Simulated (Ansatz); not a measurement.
## SnSe2: a ladder of calculations

Cell of run 1: a COD entry.

```
Sn Se
1.0
     3.81100    0.00000    0.00000
    -1.90550    3.30042    0.00000
     0.00000    0.00000    6.13600
Sn Se
1 2
Direct
  0.00000 0.00000 0.00000
  0.33333 0.66667 0.24900
  0.66667 0.33333 0.75100
```

Sites (sets of like atoms) are named by element and the number of their first atom in this list.

Relaxed positions (PBE, cell held):

```
CELL_PARAMETERS angstrom
3.81100 0.00000 0.00000
-1.90550 3.30042 0.00000
0.00000 0.00000 6.13600
ATOMIC_POSITIONS crystal
Sn 0.00000 0.00000 0.00000
Se 0.33333 0.66667 0.26170
Se 0.66667 0.33333 0.73830
```

All runs are DFT with Ansatz 0.2.0 (plane waves and PAW, scalar-relativistic unless spin–orbit coupling is named, Γ-centred meshes, Fermi–Dirac smearing where given) in this cell.

Run 1: PBE, atoms as given; 420 eV, 13×13×7 k-points, smearing 0.02 eV.
Run 2: PBE, atoms relaxed; 420 eV, 13×13×7 k-points, smearing 0.02 eV.
Run 3: r2SCAN, at the relaxed atoms; 500 eV, 13×13×7 k-points, smearing 0.02 eV.
Run 4: PBE with spin–orbit coupling, at the relaxed atoms; 420 eV, 13×13×7 k-points, smearing 0.02 eV.
Run 5: LDA, at the relaxed atoms; 420 eV, 13×13×7 k-points, smearing 0.02 eV.
Run 6: PBEsol, at the relaxed atoms; 420 eV, 13×13×7 k-points, smearing 0.02 eV.

| run | Sn V_zz (η) | Se V_zz (η) |
| --- | --- | --- |
| 1 | 0.29 (0.00) | -10.00 (0.00) |
| 2 | -0.18 (0.00) | -4.64 (0.00) |
| 3 | -0.097 (0.00) | -5.09 (0.00) |
| 4 | ? | ? |
| 5 | -0.072 (0.00) | -4.53 (0.00) |
| 6 | -0.16 (0.00) | -4.57 (0.00) |

V_zz in 10²¹ V/m².

Q: Estimate the row of run 4.

A: Sn: -0.11 (0.00); Se: -4.69 (0.00). It lies nearest to run 2, from whose tensors on these sites it differs by 0.07 at most (largest principal value of the difference, on Sn). Taken one at a time, the positions of the atoms (as given or relaxed) move the tensors on these sites by up to 5.36 (largest principal value of the change, on Se), the functional (between the two that differ most) by 0.56 (Se), spin–orbit coupling by 0.07 (Sn).

With these PAW files V_zz is typically within 2 to 3 % of all-electron values, but misses above 10 % occur on Sn. In runs 5, 6 the gap is small for the k-mesh or the smearing, and small gradients can still move by 0.1 × 10²¹ V/m² or more. In runs 1, 3, 5 the atoms aren't at the calculated equilibrium (largest force 0.79, 0.33, 0.26 eV/Å). The cell isn't the equilibrium one in run 1 (calculated pressure 6 GPa), and the entry's cell may itself be off.
